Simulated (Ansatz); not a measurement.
Migration of Li in TiO$_{2}$

Computed with DFT PBE, scalar-relativistic, plane waves, PAW (Ansatz). Settings: 420 eV cutoff, 2×2×2 k-mesh, shifted by half a step, Gaussian smearing of 0.02 eV, no spin polarisation.

In a supercell of 36 host sites with charge +1, interstitial Li hops to an equivalent place, moving 1.48 Å between the relaxed ends. Climbing-image nudged elastic band at fixed cell with images 0 (start) to 2 (end), the path measured over all atoms, converged to 0.05 eV/Å; the order of the saddle wasn't checked, and the small cell leaves errors of about a tenth of an eV. At the top the atom squeezes straight between two others, where symmetry can hold a band on a ridge, so a bent path, such as one by way of a neighbouring hole, may have a much lower barrier.

Command:

```bash
ansatz run input.yaml --threads 4 --pin off --max-ram 10240MiB --backend cpu --events-out ev --progress --plain --runs-dir out
```

Input:

```yaml
crystal:
  lattice:
    - [4.6433175291, 4.6433175291, 0.0]
    - [4.6433175291, -4.6433175291, 0.0]
    - [0.0, 0.0, -8.8916040979]
  atoms:
    - { symbol: Ti, position: [0.4972606189, 0.0139202593, 0.3388966185] }
    - { symbol: Ti, position: [0.5255906331, 0.0144659971, 0.0083455273] }
    - { symbol: Ti, position: [0.4818541173, -0.0150180118, 0.6692972157] }
    - { symbol: Ti, position: [0.0027278918, 0.4860981493, 0.3388937864] }
    - { symbol: Ti, position: [-0.0255839573, 0.4855262318, 0.0083421736] }
    - { symbol: Ti, position: [0.018144374, 0.5150435011, 0.6692982414] }
    - { symbol: Ti, position: [-0.0139589038, 0.9973259298, 0.4944201999] }
    - { symbol: Ti, position: [0.0149992532, 0.9818972161, 0.1640353853] }
    - { symbol: Ti, position: [-0.0144294537, 1.0255042916, 0.8249643041] }
    - { symbol: Ti, position: [0.5139524162, 0.5026950326, 0.4944343936] }
    - { symbol: Ti, position: [0.4850028575, 0.5180999261, 0.1640473622] }
    - { symbol: Ti, position: [0.514435804, 0.4744986459, 0.8249768216] }
    - { symbol: O, position: [0.6939140841, -0.003155752, 0.499379765] }
    - { symbol: O, position: [0.6988075885, 0.0008793436, 0.1709194644] }
    - { symbol: O, position: [0.6938787268, 0.0053450284, 0.8312874696] }
    - { symbol: O, position: [0.1954484214, 0.5027199484, 0.5002639671] }
    - { symbol: O, position: [0.1917584254, 0.501406999, 0.1632726291] }
    - { symbol: O, position: [0.1974263117, 0.4986131369, 0.834912281] }
    - { symbol: O, position: [0.5008034044, 0.301198936, 0.6624420931] }
    - { symbol: O, position: [0.4967851934, 0.3060656172, 0.3339377683] }
    - { symbol: O, position: [0.5053187126, 0.3061169469, 1.0020058462] }
    - { symbol: O, position: [0.0013243154, 0.8082452279, 0.6700028759] }
    - { symbol: O, position: [0.0026972303, 0.8045652904, 0.3330682189] }
    - { symbol: O, position: [-0.0015987245, 0.8025857302, 0.998465172] }
    - { symbol: O, position: [0.497307393, 0.6954347096, 0.3330704565] }
    - { symbol: O, position: [0.5016035958, 0.6974090108, -0.0015380567] }
    - { symbol: O, position: [0.4986771182, 0.6917599875, 0.6700054966] }
    - { symbol: O, position: [0.0032171886, 0.1939377691, 0.3339321735] }
    - { symbol: O, position: [-0.0053128876, 0.1938788858, 0.0020026932] }
    - { symbol: O, position: [-0.0007993984, 0.1988111234, 0.6624377147] }
    - { symbol: O, position: [0.3045515786, -0.002713128, 0.5002628768] }
    - { symbol: O, position: [0.3082464737, -0.0014093544, 0.1632697239] }
    - { symbol: O, position: [0.3025727052, 0.0013960839, 0.8349073026] }
    - { symbol: O, position: [0.8060843222, 0.5031611446, 0.4993825128] }
    - { symbol: O, position: [0.8011976593, 0.4991165074, 0.1709168038] }
    - { symbol: O, position: [0.8061224431, 0.494650105, 0.831288153] }
    - { symbol: Li, position: [0.2500033164, 0.7500058753, 0.9169692358] }
total_charge: 1
basis:
  ecutwfc: 420
  xc_grid: 2
kpoints:
  mp_grid: { grid: [2, 2, 2], shift: [0.5, 0.5, 0.5] }
hamiltonian:
  xc: pbe
scf:
  occupations: { method: gaussian, width: 0.02 }
output:
  forces: true
neb:
  images: 1
  f_tol: 0.05
  max_iterations: 70
  order_check: false
  final_atoms:
    - { symbol: Ti, position: [0.4973259298, 0.0139589038, 0.3277535333] }
    - { symbol: Ti, position: [0.4818972161, -0.0149992532, -0.0026312814] }
    - { symbol: Ti, position: [0.5255042916, 0.0144294537, 0.6582976374] }
    - { symbol: Ti, position: [0.0026950326, 0.4860475838, 0.3277677269] }
    - { symbol: Ti, position: [0.0180999261, 0.5149971425, -0.0026193045] }
    - { symbol: Ti, position: [-0.0255013541, 0.485564196, 0.6583101549] }
    - { symbol: Ti, position: [0.0150435011, 0.981855626, 0.5026315747] }
    - { symbol: Ti, position: [-0.0139018507, 0.9972721082, 0.1722271197] }
    - { symbol: Ti, position: [-0.0144737682, 1.0255839573, 0.8416755069] }
    - { symbol: Ti, position: [0.4849819882, 0.5181458827, 0.502630549] }
    - { symbol: Ti, position: [0.5139202593, 0.5027393811, 0.1722299518] }
    - { symbol: Ti, position: [0.5144659971, 0.4744093669, 0.8416788607] }
    - { symbol: O, position: [0.6988111234, 0.0007993984, 0.495771048] }
    - { symbol: O, position: [0.6939377691, -0.0032171886, 0.1672655069] }
    - { symbol: O, position: [0.6938788858, 0.0053128876, 0.8353360265] }
    - { symbol: O, position: [0.1917599875, 0.5013228818, 0.5033388299] }
    - { symbol: O, position: [0.1954347096, 0.502692607, 0.1664037899] }
    - { symbol: O, position: [0.1974090108, 0.4983964042, 0.8317952766] }
    - { symbol: O, position: [0.5053450284, 0.3061212732, 0.6646208029] }
    - { symbol: O, position: [0.496844248, 0.3060859159, 0.3327130983] }
    - { symbol: O, position: [0.5008793436, 0.3011924115, 1.0042527978] }
    - { symbol: O, position: [-0.0013868631, 0.8025736883, 0.6682456144] }
    - { symbol: O, position: [0.0027199484, 0.8045515786, 0.3335973004] }
    - { symbol: O, position: [0.001406999, 0.8082415746, 0.9966059625] }
    - { symbol: O, position: [0.497286872, 0.6954484214, 0.3335962101] }
    - { symbol: O, position: [0.4985906456, 0.6917535263, -0.0033969428] }
    - { symbol: O, position: [0.5013960839, 0.6974272948, 0.6682406359] }
    - { symbol: O, position: [0.0031611446, 0.1939156778, 0.3327158461] }
    - { symbol: O, position: [-0.0008834926, 0.1988023407, 0.0042501372] }
    - { symbol: O, position: [-0.005349895, 0.1938775569, 0.6646214864] }
    - { symbol: O, position: [0.3082452279, -0.0013243154, 0.5033362092] }
    - { symbol: O, position: [0.3045652904, -0.0026972303, 0.1664015522] }
    - { symbol: O, position: [0.3025857302, 0.0015987245, 0.8317985053] }
    - { symbol: O, position: [0.801198936, 0.4991965956, 0.4957754265] }
    - { symbol: O, position: [0.8060656172, 0.5032148066, 0.1672711017] }
    - { symbol: O, position: [0.8061169469, 0.4946812874, 0.8353391795] }
    - { symbol: Li, position: [0.2500058753, 0.7499966836, 0.7503025691] }
```

Course of the band:

| iteration | largest band force (eV/Å) | climbing image | energies over image 0 (eV) |
| --- | --- | --- | --- |
| 1 | 1.055 | none | 0.000 0.322 0.000 |
| 2 | 0.690 | none | 0.000 0.181 0.000 |
| 3 | 0.125 | 1 | 0.000 0.072 0.000 |
| 4 | 0.107 | 1 | 0.000 0.064 0.000 |
| 5 | 0.069 | 1 | 0.000 0.059 0.000 |
| 6 | 0.077 | 1 | 0.000 0.054 0.000 |
| 7 | 0.046 | 1 | 0.000 0.053 0.000 |
| 8 | 0.043 | 1 | 0.000 0.051 0.000 |
| 9 | 0.040 | 1 | 0.000 0.050 0.000 |
| 10 | 0.034 | 1 | 0.000 0.049 0.000 |
| 11 | 0.037 | 1 | 0.000 0.048 0.000 |
| 12 | 0.018 | 1 | 0.000 0.048 0.000 |

Final band:

| image | path (Å) | E − E(0) (eV) | Li x (Å) | Li y (Å) | Li z (Å) | force on Li (eV/Å) |
| --- | --- | --- | --- | --- | --- | --- |
| 0 | 0.00 | 0.000 | 4.643 | -2.322 | -8.153 | 0.00 |
| 1 | 0.94 | 0.048 | 4.643 | -2.322 | -7.410 | 0.00 |
| 2 | 1.88 | 0.000 | 4.643 | -2.322 | -6.671 | 0.00 |

Barrier 0.05 eV. The run took 2.8 min on 4 threads of Arm Neoverse V2, on a shared host, peak memory 1.8 GiB.